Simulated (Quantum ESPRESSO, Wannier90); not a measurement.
# Wannier functions of InSb (zinc blende)

```
InSb
1.0
    0.00000     3.31661     3.31661
    3.31661     0.00000     3.31661
    3.31661     3.31661     0.00000
In Sb
1 1
Direct
  0.00000   0.00000   0.00000
  0.75000   0.75000   0.75000
```

Materials Project entry mp-20012; symmetrised, unrelaxed at this level. COD (Crystallography Open Database) has an entry of this formula and space group (matched by these alone). Computed values, not measurements, from PBEsol: Quantum ESPRESSO (norm-conserving PseudoDojo potentials, cutoff 64 Ry, no spin polarisation, no spin-orbit coupling) on a Γ-centred 8×8×8 mesh, then Wannier90. Density: 8×8×8 mesh, Gaussian smearing 0.01 Ry. Spin-orbit coupling is left out although heavy elements are present.

Base run: 8 functions from bands 11-25 of the 25 computed, start hydrogen-like In: s;p; Sb: s;p, centres 0.05 Å off the atoms, frozen window up to 1.50 eV relative to the Fermi level, outer window open. Its settings: num_cg_steps = 5, trial_step = 2 and dis_mix_ratio = 0.5 (the program's defaults), conv_tol = 1.0e-6 over 4 steps, num_iter = 800, dis_conv_tol = 1.0e-6, dis_num_iter = 1000. One of them is changed at a time.

```json
[
 {"run": "base", "disentanglement steps": "76", "localisation steps": "300", "Ω_I (Å²)": "14.863", "Ω_total (Å²)": "16.932", "ended": "converged"},
 {"run": "fixed_step = 0.5", "disentanglement steps": "76", "localisation steps": "800", "Ω_I (Å²)": "14.863", "Ω_total (Å²)": "22.116", "ended": "step limit"},
 {"run": "conv_tol = 1.0e-10", "disentanglement steps": "76", "localisation steps": "422", "Ω_I (Å²)": "14.863", "Ω_total (Å²)": "16.932", "ended": "converged"},
 {"run": "dis_mix_ratio = 1.0", "disentanglement steps": "73", "localisation steps": "288", "Ω_I (Å²)": "14.857", "Ω_total (Å²)": "16.899", "ended": "converged"}
]
```
